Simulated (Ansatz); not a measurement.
The elements of this relaxed trial crystal are hidden behind letters.

```
lattice vectors (Å)
   2.8545    0.0000    0.0000
   0.0000    2.8545    0.0000
   0.0000    0.0000   11.4375
fractional positions
X 0.0000 0.0000 0.8746
X 0.0000 0.0000 0.1254
X 0.0000 0.0000 0.3764
X 0.0000 0.0000 0.6236
Z 0.5000 0.5000 0.5000
Q 0.5000 0.5000 0.0000
Q 0.5000 0.5000 0.2484
Q 0.5000 0.5000 0.7516
```

Method: DFT PBE, scalar-relativistic, plane waves, PAW (Ansatz). Plane waves to 420 eV, a 14×14×4 mesh through Γ for the 8-atom cell and 0.10 eV Gaussian smearing; collinear spin.

- Space group: P4/mmm (No. 123)
- Conventional cell: a = 2.855 Å, c = 11.438 Å
- Volume per atom: 11.65 Å³
- Density: 6.07 g/cm³
- Formation energy: −0.53 eV/atom
- Gap on the 14×14×4 mesh of the 8-atom cell: 0 eV (a metal)
- Net moment per atom: 0.04 μB

Energies are uncorrected and count from the elements' standard states at the same level.

Task: X is a p-block element of period 3, Z is a d-block element of period 4 and Q is a d-block element of period 4. Which elements are they?

Result: X = Al, Z = Fe, Q = Co, so the formula is Al4FeCo3. Density times volume gives a mean mass of 6.07 × 11.65/1.6605 = 42.6 u per atom, and this set has 42.6 u. Around Al on its first site lie 8 Co at 2.46–2.48 Å and 6 Al at 2.85–2.87 Å; around Fe lie 8 Al at 2.46 Å, 4 Fe at 2.85 Å and 2 Co at 2.88 Å; Co on a site of symmetry 4/mmm has 8 Al at 2.48 Å and 6 Co at 2.84–2.85 Å; 2 more sites not described. Other sets within the hints have nearly the same mass, so mass alone doesn't settle it; this one was computed.

Another magnetic order may lie lower. A later test with randomly moved atoms came back to the same energy, though modes that don't fit the test's cell weren't probed.
